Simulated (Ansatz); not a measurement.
A relaxed structure of TiCo is spoiled in several ways and relaxed again each time (noise and exchanges are one random draw each; pressure is positive under compression). The numbers are results of PBEsol (plane waves to 420 eV, PAW, scalar-relativistic; Ansatz, a quantum-chemistry and plane-wave program), not measurements.

```cif
data_CoTi
_chemical_formula_sum 'Ti1 Co1'
_space_group_name_H-M_alt 'Pm-3m'
_space_group_IT_number 221
_space_group_name_Hall '-P 4 2 3'
_cell_length_a 2.94054
_cell_length_b 2.94054
_cell_length_c 2.94054
_cell_angle_alpha 90.000
_cell_angle_beta 90.000
_cell_angle_gamma 90.000
loop_
_atom_site_label
_atom_site_type_symbol
_atom_site_symmetry_multiplicity
_atom_site_Wyckoff_symbol
_atom_site_fract_x
_atom_site_fract_y
_atom_site_fract_z
_atom_site_occupancy
Ti1 Ti 1 a 0.00000 0.00000 0.00000 1
Co1 Co 1 b 0.50000 0.50000 0.50000 1
```

```csv
change,first pressure (GPa),largest first force (eV/Å),released (eV/atom),moves,outcome,final group,E − E(parent) (eV/atom)
with one Ti and one Co atom exchanged in a cell of 4 atoms,3.5,2.61,0.11,8,trapped higher,P4/nmm,+0.25
with one Co and one Ti atom exchanged in a cell of 4 atoms,3.5,2.61,0.11,8,trapped higher,P4/nmm,+0.25
```

The exchanged pair stays exchanged: it costs 1.0 eV for the cell of 4 atoms (one exchange in a very small cell, not a dilute defect).

The exchanged pair stays exchanged: it costs 1.0 eV for the cell of 4 atoms (one exchange in a very small cell, not a dilute defect).

First-step values come from each run's starting, coarser k-mesh (6×11×11). Each cell has its own k-point mesh; energy differences are given only to the digits this allows. Spin states reached: ferromagnetic; spin orders were not searched systematically.
